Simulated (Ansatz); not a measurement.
Here is the system:

BeS:
```xyz
4
Lattice="3.3002 0.0000 0.0000 -1.6501 2.8580 0.0000 0.0000 0.0000 5.2557" Properties=species:S:1:pos:R:3 pbc="T T T"
Be     0.0000     0.0000     0.0000
Be     0.0000     0.0000     2.6278
S      0.0000     1.9054     1.3139
S      1.6501     0.9527     3.9418
```

This is the r²SCAN-relaxed structure. x, y and z are the axes in which the lattice vectors are written.

Question: All from the program Ansatz at the r²SCAN level (PAW), unless another level is named. Predict the Young's modulus.

Answer: 93.9 GPa.

Question: Give the elastic constants (relaxed ions, GPa).

Answer: C11 = 196, C12 = 103, C13 = 39.7, C33 = 252, C44 = 12.7.

Space group P6_3/mmc (NiAs type). This is a known high-pressure phase of the composition, computed here at zero pressure and temperature. The cell was relaxed with r²SCAN under the symmetry of its start; its stability against distortions is not shown here.

Potentials: the later of the program's two PAW sets.
